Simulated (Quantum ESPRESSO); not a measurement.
Space group P3m1 (No. 156); a = b = 4.2323 Å, c = 4.8242 Å, α = β = 90.00°, γ = 120.00°

| atom | site | symmetry | x | y | z |
|---|---|---|---|---|---|
| H | 1a | 3m. | 0.0000 | 0.0000 | 0.0990 |
| Al | 1a | 3m. | 0.0000 | 0.0000 | 0.4627 |
| Ge | 1c | 3m. | 0.6667 | 0.3333 | 0.5619 |
| Sr | 1b | 3m. | 0.3333 | 0.6667 | 0.0056 |

Cell and atoms were relaxed with PBEsol from Materials Project entry mp-980057, within its symmetry.

**Question.** What does PBEsol (Quantum ESPRESSO, PseudoDojo norm-conserving, 78 Ry, with spin-orbit coupling) give for the electronic structure near the Fermi level?

**Answer.** The PBEsol gap is 0.48 eV; at least one edge lies off the plotted path, at a point of the SCF mesh. The smallest direct gap is 1.32 eV. 

The structure is a Materials Project entry; no match was found in the copy of COD used, and its stability was not checked.
